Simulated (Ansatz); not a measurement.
TePd:
```
CELL_PARAMETERS angstrom
      4.12860     0.00000     0.00000
     -2.06430     3.57547     0.00000
      0.00000     0.00000     5.56279
ATOMIC_POSITIONS crystal
  Te 0.33333 0.66667 0.25000
  Te 0.66667 0.33333 0.75000
  Pd 0.00000 0.00000 0.00000
  Pd 0.00000 0.00000 0.50000
```

This is the LDA-relaxed structure. x, y and z are the axes in which the lattice vectors are written.

### Question
All from DFT-LDA in the program Ansatz with PAW potentials, unless another level is named. Give the Poisson's ratio.

### Answer
0.40.

### Question
What about the elastic constants (relaxed ions, GPa)?

### Answer
C11 = 164, C12 = 121, C13 = 94.4, C33 = 185, C44 = 23.4.

Space group P6_3/mmc (NiAs type). The first step of the workflow began from a Materials Project structure, measured or hypothetical; the Crystallography Open Database files this formula in space group No. 194, but the cells were not matched. Its standing as an ambient phase is unchecked. The cell was relaxed with LDA under the symmetry of its start; whether a distortion lowers the energy is not shown. The run is not spin-polarised. As this level gives no gap, shear constants depend on the k-mesh and smearing (Fermi–Dirac, 0.1 eV here). Spin–orbit coupling is left out wherever it is not named.

Potentials: the later of the program's two PAW sets.
